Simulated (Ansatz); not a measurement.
TiC in space group P6_3/mmc (No. 194; Ti on 2c, C on 2d) at seven volumes, plane-wave PAW PBE (Ansatz code), shape and atoms relaxed at each. One row is withheld.

```csv
V (Å³/atom),P (GPa)
11.032,21.98
11.396,13.53
11.759,?
12.123,0.00
12.487,-5.38
12.850,-10.00
13.214,-13.96
```

**Question.** Fit the shown pressures and predict the withheld one.

**Answer.** P = (3/2)B₀(x^(7/2) − x^(5/2))[1 + (3/4)(B′ − 4)(x − 1)] with x = (V₀/V)^(2/3). Least squares on the six rows gives V₀ = 12.123 Å³/atom, B₀ = 193 GPa, B′ = 4.02. At V = 11.759, x = 1.0205 and P = 6.26 GPa. The run itself gave 6.26 GPa.

The start of the workflow was typed in or built on a structure type; neither database checked (COD, Materials Project) lists it. It is not the phase usual at ambient conditions (space group No. 225). The PBE relaxation kept the symmetry of its start; its stability against distortions is not shown here. The run is not spin-polarised. The volume moved by -15 % from the start of the relaxation.

Potentials: the earlier of the program's two PAW sets.
